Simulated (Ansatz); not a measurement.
Ansatz (a quantum-chemistry and plane-wave program) input:

Ansatz 0.2 input:
```yaml
crystal:
  lattice:
    - [3.1710699433, 0.0, 0.0]
    - [-1.5855349717, 2.7462271281, 0.0]
    - [0.0, 0.0, 3.5422465993]
  atoms:
    - { symbol: Zr, position: [0.0, 0.0, 0.0] }
    - { symbol: B, position: [0.3333333333, 0.6666666667, 0.5] }
    - { symbol: B, position: [0.6666666667, 0.3333333333, 0.5] }
kpoints:
  mp_grid: { grid: [16, 16, 12] }
hamiltonian:
  xc: pbe
  pseudopotentials: { kind: paw }
scf:
  occupations: { method: fermi_dirac, width: 0.1 }
phonons:
  method: dfpt
  response_accuracy: low
  qmesh: [4, 4, 3]
  interpolated_qmesh: [20, 20, 15]
  dielectric: false
  rigid_motions: translations
  temperatures: { t_max: 1000, t_step: 50 }
  qpath:
    path:
      - [[0.0, 0.0, 0.0], [0.5, 0.0, 0.0], [0.3333333333, 0.3333333333, 0.0], [0.0, 0.0, 0.0], [0.0, 0.0, 0.5], [0.5, 0.0, 0.5], [0.3333333333, 0.3333333333, 0.5], [0.0, 0.0, 0.5]]  # Γ-M-K-Γ-A-L-H-A
      - [[0.5, 0.0, 0.5], [0.5, 0.0, 0.0]]  # L-M
      - [[0.3333333333, 0.3333333333, 0.5], [0.3333333333, 0.3333333333, 0.0]]  # H-K
    npoints: 9
```

Output (shortened):

```
WARN phonons: nothing shows that this cell's Born effective charges vanish (its symmetry is asked only of a neutral cell with symmetry detection on), so it may …
Pseudopotentials: kind: paw
Pseudopotential: Zr, paw, valence charge 12
Pseudopotential: B, paw, valence charge 3
Functional definition: PBE
Crystal: 3 atoms, lattice volume = 30.848 Å³
Basis set: ecut = 420 eV, 575 PW (Γ), exchange–correlation on 48×48×48 points (8 copies of the dense FFT grid, shifted against one another)
Bands: 13, of which v1, the nominal top of the filled ones, is band 9 counted from 1 (8 counted from 0)
Symmetry: 24 space group operations
k-points: 210 of 3072
Initial wavefunctions: pseudopotential atomic-orbital guess
Eigensolver: davidson
Functional: x = pbe(κ = 0.804, μ = 0.2195149727645171), c = pbe(β = 0.06672455060314922)
SCF iter   1: F=—  HF=-4498.726162 eV  |F-HF|=—  |Δ(HF+E_count)|=         —  Δρ=1.53e-3  dr2=6.23e-4  ethr=1.77e-3  ⟨swp⟩=4.8  Hψ=13288  notcnv=0
all-band conjugate gradients solve this SCF's bands
preconditioner: auto → none
SCF iter   2: F=—  HF=-4498.726137 eV  |F-HF|=—  |Δ(HF+E_count)|=   2.45e-5  Δρ=9.31e-4  dr2=3.32e-4  ethr=3.46e-6  ⟨swp⟩=2.2  Hψ=5891  notcnv=0
SCF iter   3: F=—  HF=-4498.726119 eV  |F-HF|=—  |Δ(HF+E_count)|=   1.83e-5  Δρ=3.90e-4  dr2=4.04e-5  ethr=1.84e-6  ⟨swp⟩=2.0  Hψ=3808  notcnv=0
SCF iter   4: F=—  HF=-4498.726105 eV  |F-HF|=—  |Δ(HF+E_count)|=   1.43e-5  Δρ=1.22e-4  dr2=2.63e-6  ethr=2.25e-7  ⟨swp⟩=2.9  Hψ=4615  notcnv=0
SCF iter   5: F=—  HF=-4498.726105 eV  |F-HF|=—  |Δ(HF+E_count)|=   2.02e-7  Δρ=7.29e-5  dr2=1.14e-6  ethr=1.46e-8  ⟨swp⟩=2.0  Hψ=4648  notcnv=0
SCF iter   6: F=—  HF=-4498.726104 eV  |F-HF|=—  |Δ(HF+E_count)|=   1.31e-7  Δρ=2.62e-5  dr2=1.43e-7  ethr=6.32e-9  ⟨swp⟩=2.7  Hψ=4587  notcnv=0
SCF iter   7: F=—  HF=-4498.726104 eV  |F-HF|=—  |Δ(HF+E_count)|=   5.26e-8  Δρ=7.37e-6  dr2=1.05e-8  ethr=7.94e-10  ⟨swp⟩=2.2  Hψ=4492  notcnv=0
SCF iter   8: F=—  HF=-4498.726104 eV  |F-HF|=—  |Δ(HF+E_count)|=   4.10e-9  Δρ=8.90e-7  dr2=1.45e-10  ethr=5.81e-11  ⟨swp⟩=2.0  Hψ=4564  notcnv=0
SCF iter   9: F=-4498.726104 eV  HF=-4498.726104 eV  |F-HF|=9.09e-13  |Δ(HF+E_count)|=  5.82e-11  Δρ=6.56e-8  dr2=7.98e-13  ethr=1.00e-12  ⟨swp⟩=3.8  Hψ=12451  notcnv=0
SCF 1 converged in 9 iterations: F = -4498.726104 eV  dr2 = 7.98e-13
NSCF: frozen V_eff on 210 k-points
NSCF: frozen V_eff on 511 k-points
DFPT response loops at q = (0, 0, 0) (fractional): preconditioner auto → Kerker (q_TF=auto, 2.494 Å⁻¹) (partly filled bands, converged f_vac=0.000) …
NSCF: frozen V_eff on 1752 k-points
DFPT response loops at q = (0, 0, 0.3333333333333333) (fractional): mixed as the last ones told, above
NSCF: frozen V_eff on 1904 k-points
DFPT response loops at q = (0, 0.25, 0) (fractional): mixed as the last ones told, above
NSCF: frozen V_eff on 3264 k-points
DFPT response loops at q = (0, 0.25, 0.3333333333333333) (fractional): mixed as the last ones told, above
NSCF: frozen V_eff on 1022 k-points
DFPT response loops at q = (0, -0.5, 0) (fractional): mixed as the last ones told, above
NSCF: frozen V_eff on 1752 k-points
DFPT response loops at q = (0, -0.5, 0.3333333333333333) (fractional): mixed as the last ones told, above
NSCF: frozen V_eff on 3584 k-points
DFPT response loops at q = (0.25, 0.25, 0) (fractional): mixed as the last ones told, above
NSCF: frozen V_eff on 6144 k-points
DFPT response loops at q = (0.25, 0.25, 0.3333333333333333) (fractional): mixed as the last ones told, above
SCF converged after 9 iterations
Free energy (F): -4498.726104 eV
Harris-Foulkes:  -4498.726104 eV  (|F-HF|=9.09e-13)
Internal energy: -4498.717461 eV  (E = F + TS)
E sigma→0 (E₀):  -4498.721783 eV
Entropy (-TS):   -0.008643 eV (-2.881 meV/atom)
Fermi energy:    15.746756 eV
--- Per-component energies (eV) ---
  E_band       = -26.235751
  E_kinetic    = 434.903761
  E_local      = -558.225138  (includes V_loc(G=0)·N_el)
  E_nonlocal   = 100.555914
  E_hartree    = 176.513995
  E_xc         = -228.863943
  E_vxc        = -271.229355  (∫ρ·V_xc dr)
  E_paw        = -3110.879881  (= ΣΔE_a)
  E_vpaw       = -85.268920  (= ΣTr[D̂ρ^β])
  E_aug_tail   = 0.000016  (compensation charges beyond the density's cutoff)
  E_ewald      = -1312.722185
  E_smearing   = -0.008643  (= −TS)
  E_closure    =  0.000000  (closes the sum)
  Σ components = -4498.726104   (vs F -4498.726104, Δ=0.00e0)
  [band-id]    e_kinetic+e_local+e_nonlocal+2·e_hartree+e_vxc+e_vpaw+e_augmentation_tail = -26.235731   (vs E_band -26.235751, Δ=1.95e-5)
--- Band table (eV; the first three rows and the last of 210) ---
  k-point 0: bands = ["-32.8986", "-11.0883", "-10.5331", "-10.5331", "3.0206", "13.1319", "13.1319", "13.1584", "13.3737", "19.1235", "19.1235", "19.8796", "19.8796"]
  k-point 1: bands = ["-32.8973", "-11.1131", "-10.5315", "-10.5315", "3.1227", "12.3732", "13.1968", "13.1968", "14.1249", "18.5869", "18.5869", "19.6676", "19.6676"]
  k-point 2: bands = ["-32.8939", "-11.1799", "-10.5269", "-10.5269", "3.4150", "11.4595", "13.3888", "13.3888", "14.9601", "17.7625", "17.7625", "19.1053", "19.1053"]
  k-point 209: bands = ["-32.7520", "-11.1845", "-11.1718", "-11.0736", "6.7251", "7.3203", "10.8200", "13.0092", "13.0859", "19.7601", "21.5480", "21.8467", "21.9721"]
  band table: 13 of 13 bands, residual norms ≤ 1.0e-3 eV
--- Phonons (Γ-DFPT): 4 representative perturbations + reference (Σ response iterations 12) ---
  ASR residual: 9.472e-6 → 0.000e0 eV/Å²; symmetrization residual: 8.060e-6 eV/Å²
  ASR residual per site (eV/Å²): 9.47e-6 6.96e-6 6.96e-6
  Γ frequencies (cm⁻¹): 0.00 0.00 0.00 448.79 448.79 466.19 551.86 765.67 765.67
  non-analytic LO–TO correction: not included (Born effective charges unavailable; polar crystals …
--- Phonons (arbitrary-q DFPT): 8 irreducible q on the 4×4×3 mesh ---
  q = [0.0000, 0.0000, 0.0000] (star 1, of the zone-centre solve; hermiticity 1.08e-6, symmetrization 2.16e-11):  0.00  0.00 0.00 448.79 448.79 466.19 551.86 765.67 765.67
  q = [0.0000, 0.0000, 0.3333] (star 2, 4 solved perturbations in 2472 linear systems a pass and spin channel, the states on 876 of 3072 k-point pairs; hermiticity 5.26e-7, symmetrization 6.04e-10): 176.41 176.41 214.17 416.94 416.94 489.73 607.20 771.44 771.44
  q = [0.0000, 0.2500, 0.0000] (star 6, 6 solved perturbations on 952 of 3072 k-point pairs; hermiticity 8.29e-7, symmetrization 1.97e-10): 167.91 168.87 224.52 473.09 492.42 533.30 554.99 727.05 778.02
  q = [0.0000, 0.2500, 0.3333] (star 12, 6 solved perturbations on 1632 of 3072 k-point pairs; hermiticity 6.28e-7, symmetrization 1.01e-10): 194.26 211.46 239.36 465.31 515.47 525.88 595.07 732.41 762.12
  q = [0.0000, -0.5000, 0.0000] (star 3, 6 solved perturbations on 511 of 3072 k-point pairs; hermiticity 7.90e-7, symmetrization 1.22e-10): 226.56 230.71 290.15 510.69 525.10 532.08 686.52 690.80 721.47
  q = [0.0000, -0.5000, 0.3333] (star 6, 6 solved perturbations on 876 of 3072 k-point pairs; hermiticity 6.70e-7, symmetrization 1.06e-10): 223.88 243.44 271.00 507.68 533.23 574.20 668.16 707.20 714.67
  q = [0.2500, 0.2500, 0.0000] (star 6, 4 solved perturbations in 5488 linear systems a pass and spin channel, the states on 1792 of 3072 k-point pairs; hermiticity 5.91e-7, symmetrization 6.34e-13): 231.05 231.70 275.66 521.91 538.96 559.69 616.79 716.82 723.00
  q = [0.2500, 0.2500, 0.3333] (star 12, 4 solved perturbations in 9408 linear systems a pass and spin channel, the states on 3072 of 3072 k-point pairs; hermiticity 6.82e-7, symmetrization 3.70e-12): 224.33 234.90 264.34 539.16 555.16 575.78 608.95 710.47 717.31
  sum rule: each row above includes the acoustic sum rule's correction from the zone centre's row sums; it moved no ω² by more than (0.42 cm⁻¹)²
  mesh force constants: q→R imaginary residual 1.12e-16; ASR residual 9.472e-6 → 0.000e0 eV/Å²; symmetrization residual 1.421e-14 eV/Å²
  interpolated dispersion: 84 rows × 9 modes
  density of states and harmonic sums: on the 20×20×15 q-mesh, interpolated from the force constants of a 4×4×3 supercell (no non-analytic term)
  largest difference from the sums on the solved wave vectors: F 1.26e-2 eV, S 1.79e-5 and C_V 5.34e-6 eV/K
  zero-point energy: 0.267174 eV/cell   skipped modes (ω ≤ 0): 3   left out of the sums: 5.56e-5 of the cell's modes …
```

Cost: about 26 core-minutes (a rough figure) on shared cores.

Space group P6/mmm. Symmetry was held in the PBE relaxation. The run is not spin-polarised. As this level gives no gap, phonon frequencies hold no LO–TO term and depend on the k-mesh and smearing (Fermi–Dirac, 0.1 eV here). Spin–orbit coupling is left out wherever it is not named.

Potentials: the later of the program's two PAW sets.

Ansatz is a plane-wave DFT program.
